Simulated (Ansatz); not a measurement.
Values for one crystal, relaxed and computed with the program Ansatz at the r²SCAN level (PAW); other levels are named.

| Item | Result |
|---|---|
| Volume per atom | 23.61 Å³ |
| Electronic character | metallic (no gap) |
| Density of states at the Fermi level | 0.32 states/eV per atom (mean over ±0.08 eV) |
| Formation energy from the elements (no fitted shifts) | -0.33 eV/atom |
| Pressure derivative B′ | 5.8 |
| Bulk modulus (Birch–Murnaghan fit) | 63.5 GPa |

**Question.** Which of these materials gives this?
A) Y2InNi2, Cmmm (Y on 4j, In on 2a, Ni on 4i)
B) YIn6Cu6, Immm (Pearson symbol oI26)
C) RbIn6Au4, P-6m2 (Pearson symbol hP11)
D) Gd2In, P6_3/mmc (In on 2c, Gd on 2d, Gd on 2a)

**Answer.** C, RbIn6Au4, P-6m2 (Pearson symbol hP11)

The workflow started from an entry of the Crystallography Open Database (COD, 293 K). Whether it is the stable phase at ambient conditions was not checked. The cell was relaxed with r²SCAN under the symmetry of its start; its stability against distortions is not shown here. The references are the lowest solids computed at this level, not always the standard phases. Scalar-relativistic: spin–orbit coupling is off unless named, which matters more the heavier the elements.

Potentials: the later of the program's two PAW sets.
